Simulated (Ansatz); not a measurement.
Given:

BaZrO₃:
```cif
data_BaO3Zr
_chemical_formula_sum 'O3 Ba1 Zr1'
_space_group_name_H-M_alt 'P 1'
_space_group_IT_number 1
_cell_length_a 4.18063
_cell_length_b 4.18063
_cell_length_c 4.18063
_cell_angle_alpha 90.000
_cell_angle_beta 90.000
_cell_angle_gamma 90.000
loop_
_space_group_symop_operation_xyz
  'x, y, z'
loop_
_atom_site_label
_atom_site_type_symbol
_atom_site_fract_x
_atom_site_fract_y
_atom_site_fract_z
_atom_site_occupancy
O1 O 0.00000 0.50000 0.50000 1
O2 O 0.50000 0.00000 0.50000 1
O3 O 0.50000 0.50000 0.00000 1
Ba1 Ba 0.00000 0.00000 0.00000 1
Zr1 Zr 0.50000 0.50000 0.50000 1
```

This is the PBEsol-relaxed structure.

### Question
All from PBEsol in the plane-wave PAW code Ansatz, unless another level is named. Predict the electron effective mass, band 2 of 3 at the edge.

### Answer
0.34 along [100], 0.54 along [110], 0.45 along [111] (mₑ).

### Question
Predict the smallest direct gap on the standard path.

### Answer
3.36 eV.

### Question
Give the HSE06 gap on the PBEsol cell.

### Answer
4.73 eV.

### Question
Next, the weight of the valence-edge state by species (Voronoi cells)?

### Answer
O 98 %.

### Question
Give the weight of the conduction-edge state by species (Voronoi cells).

### Answer
Zr 58 %, O 33 %, Ba 9 %.

Space group Pm-3m (cubic perovskite). The PBEsol relaxation kept the symmetry of its start. The run is not spin-polarised. Spin–orbit coupling is left out wherever it is not named.

Potentials: the later of the program's two PAW sets.
